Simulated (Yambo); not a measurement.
Yambo run on MgO (rock salt, space group Fm-3m, No. 225). The wavefunctions are norm-conserving PBEsol (Quantum ESPRESSO, 84 Ry, no spin-orbit coupling) ones on a 6×6×6 mesh (8 occupied bands); a = 2.979 Å, b = 2.979 Å, c = 2.979 Å, α = 60.00°, β = 60.00°, γ = 60.00°.

Yambo input:

```
rim_cut
gw0
dyson
el_el_corr
HF_and_locXC
cohsex
em1s
RandQpts= 1000000
RandGvec= 1 Ry
EXXRLvcs= 84 Ry
VXCRLvcs= 336 Ry
Chimod= "HARTREE"
% BndsRnXs
 2 | 71 |
%
NGsBlkXs= 14 Ry
% LongDrXs
 1.0 | 1.0 | 1.0 |
%
ExtendOut
% QPkrange
 1 | 1 | 8 | 9 |
%
```

k points by index: 1 = Γ.

Table of the .qp output:

```
#    K-point    Band    Eo [eV]    E [eV]    E-Eo [eV]    Vxc [eV]    Vnlxc [eV]    Sc|Eo [eV]    Re(Z)    Im(Z)
#
    1    8    0.000000    -4.563012    -4.563012    -19.88964    -25.43194    0.979286    1.000000    0.000000
    1    9    4.659267    4.596310    -0.062957    -13.69010    -9.038397    -4.714665    1.000000    0.000000
```
(The two width columns are left out.) Convergence of these settings isn't established.

Geometry relaxed with PBEsol.
